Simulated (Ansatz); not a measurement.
### Question
TePt (CsCl type, Pm-3m) is relaxed with DFT-r²SCAN in the program Ansatz with PAW potentials. What lattice parameters of the conventional cell result?

### Answer
a = 3.428 Å.

### Question
Is it a metal or does it have a gap at this level?

### Answer
No gap at this level.

The start of the workflow was typed in or built on a structure type; neither database checked (COD, Materials Project) lists it. COD files the formula under space group No. 166, 194. Its standing as an ambient phase is unchecked. The r²SCAN relaxation kept the symmetry of its start; its stability against distortions is not shown here. The run is not spin-polarised. Its formation energy is positive at this level, so the cell may be metastable or incomplete. Spin–orbit coupling is left out wherever it is not named.

Potentials: the later of the program's two PAW sets.
